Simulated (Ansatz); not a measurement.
Ansatz input file:

```yaml
crystal:
  lattice:
    - [-2.9422009768, 2.9422009768, 5.59486502]
    - [2.9422009768, -2.9422009768, 5.59486502]
    - [2.9422009768, 2.9422009768, -5.59486502]
  atoms:
    - { symbol: Cd, position: [0.25, 0.75, 0.5] }
    - { symbol: Cd, position: [0.5, 0.5, 0.0] }
    - { symbol: Ge, position: [0.0, 0.0, 0.0] }
    - { symbol: Ge, position: [0.75, 0.25, 0.5] }
    - { symbol: As, position: [0.875, 0.3496303587, 0.9746303587] }
    - { symbol: As, position: [0.6503696413, 0.625, 0.5253696413] }
    - { symbol: As, position: [0.375, 0.9003696413, 0.0253696413] }
    - { symbol: As, position: [0.0996303587, 0.125, 0.4746303587] }
basis:
  ecutwfc: 420
kpoints:
  mp_grid: { grid: [8, 8, 8] }
hamiltonian:
  xc: pbesol
scf:
  occupations: { method: gaussian, width: 0.01 }
output:
  forces: true
  stress: true
  eigenvalues: true
relax:
  adjacent_minimum: "off"
  f_tol: 0.01
  max_steps: 30
  cell: { stress_tol: 0.1, fix: [volume] }
```

Run as
```bash
ansatz run input.yaml --threads 2 --pin off --max-ram 5120MiB --backend cpu --events-out ev --progress --plain --runs-dir out
```

Method: DFT PBEsol, scalar-relativistic, plane waves, PAW in Ansatz 0.2.0.

Part of what the program printed, abridged (iterations and final results):

```
SCF iter   1: F=—  HF=-44127.634778 eV  |F-HF|=—  |Δ(HF+E_count)|=         —  Δρ=3.71e-3  dr2=3.05e-2  ethr=1.77e-3  ⟨swp⟩=6.1  Hψ=15561  notcnv=0  defer=6
SCF iter   2: F=—  HF=-44127.627409 eV  |F-HF|=—  |Δ(HF+E_count)|=   7.37e-3  Δρ=1.48e-3  dr2=6.18e-3  ethr=2.39e-5  ⟨swp⟩=3.0  Hψ=9248  notcnv=0  defer=437
SCF iter   3: F=—  HF=-44127.626404 eV  |F-HF|=—  |Δ(HF+E_count)|=   1.01e-3  Δρ=6.00e-4  dr2=1.20e-3  ethr=4.83e-6  ⟨swp⟩=2.0  Hψ=5015  notcnv=0  defer=437
SCF iter   4: F=—  HF=-44127.626398 eV  |F-HF|=—  |Δ(HF+E_count)|=   5.45e-6  Δρ=1.62e-4  dr2=7.17e-5  ethr=9.36e-7  ⟨swp⟩=2.0  Hψ=5970  notcnv=0  defer=437
SCF iter   5: F=—  HF=-44127.626479 eV  |F-HF|=—  |Δ(HF+E_count)|=   8.03e-5  Δρ=7.70e-5  dr2=1.18e-5  ethr=5.60e-8  ⟨swp⟩=2.0  Hψ=7410  notcnv=0  defer=437
SCF iter   6: F=—  HF=-44127.626486 eV  |F-HF|=—  |Δ(HF+E_count)|=   7.30e-6  Δρ=2.09e-5  dr2=7.13e-7  ethr=9.23e-9  ⟨swp⟩=2.0  Hψ=7764  notcnv=0  defer=437
SCF iter   7: F=-44127.626487 eV  HF=-44127.626487 eV  |F-HF|=1.55e-8  |Δ(HF+E_count)|=   7.96e-7  Δρ=4.64e-6  dr2=3.26e-8  ethr=7.81e-11  ⟨swp⟩=8.5  Hψ=19285  notcnv=0
SCF 1 converged in 7 iterations: F = -44127.626487 eV  dr2 = 3.26e-8
relax step   1: F+E_penalty+E_count = -44127.62648677 eV  Δ(F+E_penalty+E_count) = +0.000e0 eV  max|allowed force component| = 2.572e-2 eV/Å  Δτ_max = 0.0000 Å  P = +1.985 GPa  Ω = 193.729 Å³  fix = [volume]  reactions: volume +1.985 GPa (7 SCF iters, dr2 threshold 1.00e-7 eV, accepted)
Initial density: handed on by an earlier stage of this run
Initial wavefunctions: those handed on with the density
SCF iter   1: F=—  HF=-44127.626647 eV  |F-HF|=—  |Δ(HF+E_count)|=         —  Δρ=1.45e-4  dr2=2.55e-5  ethr=2.34e-8  ⟨swp⟩=3.1  Hψ=18087  notcnv=0
SCF iter   2: F=—  HF=-44127.626642 eV  |F-HF|=—  |Δ(HF+E_count)|=   4.68e-6  Δρ=7.93e-5  dr2=7.68e-6  ethr=1.99e-8  ⟨swp⟩=1.0  Hψ=4543  notcnv=0
SCF iter   3: F=—  HF=-44127.626642 eV  |F-HF|=—  |Δ(HF+E_count)|=   8.47e-7  Δρ=1.49e-5  dr2=3.44e-7  ethr=6.00e-9  ⟨swp⟩=2.8  Hψ=7546  notcnv=0
SCF iter   4: F=-44127.626642 eV  HF=-44127.626642 eV  |F-HF|=1.07e-9  |Δ(HF+E_count)|=   6.99e-8  Δρ=4.16e-6  dr2=3.19e-8  ethr=3.23e-11  ⟨swp⟩=4.2  Hψ=16080  notcnv=0
SCF 2 converged in 4 iterations: F = -44127.626642 eV  dr2 = 3.19e-8
relax step   2: F+E_penalty+E_count = -44127.62664156 eV  Δ(F+E_penalty+E_count) = -1.548e-4 eV  max|allowed force component| = 4.629e-3 eV/Å  Δτ_max = 0.0027 Å  P = +1.975 GPa  Ω = 193.729 Å³  energy of the carried Pulay correction = -5.564e-18 eV  fix = [volume]  reactions: volume +1.975 GPa (4 SCF iters, dr2 threshold 4.13e-8 eV, accepted)
Initial wavefunctions: pseudopotential atomic-orbital guess (no wavefunctions were taken with the density)
SCF iter   1: F=—  HF=-44127.626511 eV  |F-HF|=—  |Δ(HF+E_count)|=         —  Δρ=8.78e-5  dr2=3.42e-7  ethr=8.50e-8  ⟨swp⟩=3.1  Hψ=27244  notcnv=0
SCF iter   2: F=—  HF=-44127.626614 eV  |F-HF|=—  |Δ(HF+E_count)|=   1.03e-4  Δρ=4.44e-5  dr2=9.08e-8  ethr=2.67e-10  ⟨swp⟩=2.0  Hψ=7630  notcnv=0
SCF iter   3: F=—  HF=-44127.626643 eV  |F-HF|=—  |Δ(HF+E_count)|=   2.96e-5  Δρ=1.55e-6  dr2=2.04e-9  ethr=7.10e-11  ⟨swp⟩=1.2  Hψ=4560  notcnv=0
SCF iter   4: F=—  HF=-44127.626643 eV  |F-HF|=—  |Δ(HF+E_count)|=   2.01e-8  Δρ=6.35e-7  dr2=6.59e-10  ethr=1.00e-12  ⟨swp⟩=4.0  Hψ=15731  notcnv=0
SCF iter   5: F=-44127.626643 eV  HF=-44127.626643 eV  |F-HF|=6.55e-11  |Δ(HF+E_count)|=   3.33e-9  Δρ=1.67e-7  dr2=5.07e-11  ethr=1.00e-12  ⟨swp⟩=4.0  Hψ=13710  notcnv=0
SCF 3 converged in 5 iterations: F = -44127.626643 eV  dr2 = 5.07e-11
SCF converged after 5 iterations
Free energy (F): -44127.626643 eV
Harris-Foulkes:  -44127.626643 eV  (|F-HF|=6.55e-11)
Internal energy: -44127.626643 eV  (E = F + TS)
E sigma→0 (E₀):  -44127.626643 eV
Fermi energy:    9.031919 eV
--- Per-component energies (eV) ---
  E_band       = -2271.751031
  E_kinetic    = 1647.539870
  E_local      = -19721.202725  (includes V_loc(G=0)·N_el)
  E_nonlocal   = -1760.452012
  E_hartree    = 9615.901585
  E_xc         = -816.596199
  E_vxc        = -889.947633  (∫ρ·V_xc dr)
  E_paw        = -19156.890521  (= ΣΔE_a)
  E_vpaw       = -779.492813  (= ΣTr[D̂ρ^β])
  E_aug_tail   = 0.000618  (compensation charges beyond the density's cutoff)
  E_ewald      = -13942.312766
  E_core_change = 6.385507  (= ΣΔE_core)
  E_smearing   =  0.000000  (= −TS)
--- Forces (eV/Å), atoms counted from 1 ---
  atom   1  Cd     0.00000000     0.00000000     0.00000000
  atom   2  Cd     0.00000000     0.00000000     0.00000000
  atom   3  Ge     0.00000000     0.00000000     0.00000000
  atom   4  Ge     0.00000000     0.00000000     0.00000000
  atom   5  As    -0.00461016     0.00000000     0.00000000
  atom   6  As     0.00000000     0.00461016     0.00000000
  atom   7  As     0.00461016     0.00000000     0.00000000
  atom   8  As     0.00000000    -0.00461016     0.00000000
--- Stress (GPa, compression-positive) ---
        1.973767       0.000000       0.000000
        0.000000       1.973767       0.000000
        0.000000       0.000000       1.978421
  P = ⅓ Tr σ = 1.9753 GPa (19.753 kbar)
--- Band table (eV; the first three rows and the last of 59) ---
  k-point 0: bands = ["-93.2903", "-93.2903", "-54.3957", "-54.3953", "-54.3713", "-54.3713", "-54.3712", "-54.3712", "-26.3901", "-26.3897", "-26.3896", "-26.3896", "-26.3895", "-26.3894", "-26.3886", "-26.3886", "-26.3265", "-26.3259", "-26.3257", "-26.3257", "-26.2993", "-26.2989", "-26.2981", "-26.2981", "-26.2842", "-26.2840", "-26.2840", "-26.2840", "-15.9182", "-15.9182", "-15.9174", "-15.9127", "-15.9094", "-15.9094", "-15.8910", "-15.8894", "-15.8887", "-15.8866", "-4.1312", "-1.9246", "-1.9246", "-1.9071", "-0.3829", "0.4613", "0.5107", "0.5107", "0.6099", "0.6804", "0.6977", "0.7232", "0.9777", "0.9777", "0.9790", "2.2180", "4.6837", "4.8491", "4.8491", "5.2225", "5.7040", "6.6900 ...
  k-point 1: bands = ["-93.2903", "-93.2903", "-54.3957", "-54.3953", "-54.3713", "-54.3713", "-54.3712", "-54.3712", "-26.3900", "-26.3897", "-26.3897", "-26.3895", "-26.3894", "-26.3894", "-26.3886", "-26.3886", "-26.3265", "-26.3259", "-26.3258", "-26.3258", "-26.2992", "-26.2989", "-26.2982", "-26.2982", "-26.2843", "-26.2841", "-26.2840", "-26.2840", "-15.9181", "-15.9180", "-15.9173", "-15.9127", "-15.9097", "-15.9096", "-15.8909", "-15.8894", "-15.8886", "-15.8866", "-4.0522", "-2.0880", "-1.9705", "-1.9143", "-0.2436", "0.4419", "0.4865", "0.5096", "0.6179", "0.6576", "0.6781", "0.7182", "0.9021", "0.9925", "1.0403", "2.3129", "4.5634", "4.8929", "4.9382", "5.4623", "5.6692", "6.6919 ...
  k-point 2: bands = ["-93.2903", "-93.2903", "-54.3956", "-54.3954", "-54.3713", "-54.3713", "-54.3712", "-54.3712", "-26.3900", "-26.3898", "-26.3897", "-26.3894", "-26.3893", "-26.3892", "-26.3887", "-26.3887", "-26.3264", "-26.3259", "-26.3258", "-26.3258", "-26.2990", "-26.2988", "-26.2984", "-26.2983", "-26.2843", "-26.2842", "-26.2839", "-26.2839", "-15.9179", "-15.9177", "-15.9166", "-15.9126", "-15.9106", "-15.9101", "-15.8906", "-15.8895", "-15.8884", "-15.8868", "-3.8317", "-2.4372", "-2.0658", "-1.9456", "0.0619", "0.3611", "0.4820", "0.5059", "0.6169", "0.6394", "0.6741", "0.6989", "0.8199", "0.9589", "1.1626", "2.2994", "4.2937", "4.7942", "5.3461", "5.7906", "6.1046", "6.1441" ...
  k-point 58: bands = ["-93.2903", "-93.2903", "-54.3955", "-54.3955", "-54.3714", "-54.3714", "-54.3711", "-54.3711", "-26.3904", "-26.3904", "-26.3894", "-26.3894", "-26.3889", "-26.3889", "-26.3888", "-26.3888", "-26.3262", "-26.3262", "-26.3257", "-26.3257", "-26.2991", "-26.2991", "-26.2981", "-26.2981", "-26.2841", "-26.2841", "-26.2840", "-26.2840", "-15.9188", "-15.9188", "-15.9150", "-15.9150", "-15.9087", "-15.9087", "-15.8908", "-15.8908", "-15.8871", "-15.8871", "-3.3351", "-3.3351", "-1.9323", "-1.9323", "0.2683", "0.2683", "0.5744", "0.5744", "0.6245", "0.6245", "0.7149", "0.7149", "0.8159", "0.8159", "1.6954", "1.6954", "5.2248", "5.2248", "5.4881", "5.4881", "6.6227", "6.6227 ...
--- Relaxed structure (2 steps of the walk, 2 accepted, 1 SCFs on fresh bases) ---
  F+E_penalty+E_count = -44127.62664315 eV   max|allowed force component| = 4.610e-3 eV/Å   (the final SCF, on the basis selected at the relaxed cell)
  cell:  # Å, volume = 193.7288 Å³
    - [-2.94374980, 2.94374980, 5.58897917]
    - [2.94374980, -2.94374980, 5.58897917]
    - [2.94374980, 2.94374980, -5.58897917]
  atoms:
    - { symbol: Cd, position: [0.25000000, 0.75, 0.5] }
    - { symbol: Cd, position: [0.5, 0.5, 0.0] }
    - { symbol: Ge, position: [0.0, 0.0, 0.0] }
    - { symbol: Ge, position: [0.75, 0.25000000, 0.5] }
    - { symbol: As, position: [0.875, 0.35009703, 0.97509703] }
    - { symbol: As, position: [0.64990296, 0.625, 0.52490296] }
    - { symbol: As, position: [0.37499999, 0.89990296, 0.02490296] }
    - { symbol: As, position: [0.10009703, 0.125, 0.47509703] }
```

The relaxation met its thresholds.

Time: 110 s on 2 threads of Arm Neoverse V2 (shared host), peak memory 0.94 GiB.